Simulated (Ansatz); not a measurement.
Values for one crystal, relaxed and computed with the program Ansatz at the r²SCAN level (PAW); other levels are named.

| Property | Value |
|---|---|
| Volume per atom | 35.13 Å³ |
| Electronic character | metallic (no gap) |
| Gap with spin–orbit coupling | none (metallic) |
| Density of states at the Fermi level | 0.15 states/eV per atom (mean over ±0.08 eV) |
| Bulk modulus (Birch–Murnaghan fit) | 27.9 GPa |
| Formation energy from the elements (no fitted shifts) | -113 kJ/mol-atom |
| Pressure derivative B′ | 5.1 |

Q: Which compound is it?
(A) SrVO3, cubic perovskite
(B) SrNbO3, cubic perovskite
(C) BaIrO3, cubic perovskite
(D) CsHgBr3, cubic perovskite

A: D, CsHgBr3, cubic perovskite

Space group Pm-3m (cubic perovskite). The workflow started from an entry of the Crystallography Open Database (COD), which files this formula under 2 space groups. Its standing as an ambient phase is unchecked. The r²SCAN relaxation kept the symmetry of its start; its stability against distortions is not shown here. The references are the lowest solids computed at this level, not always the standard phases. Scalar-relativistic: spin–orbit coupling is off unless named, which matters more the heavier the elements.

Potentials: the later of the program's two PAW sets.
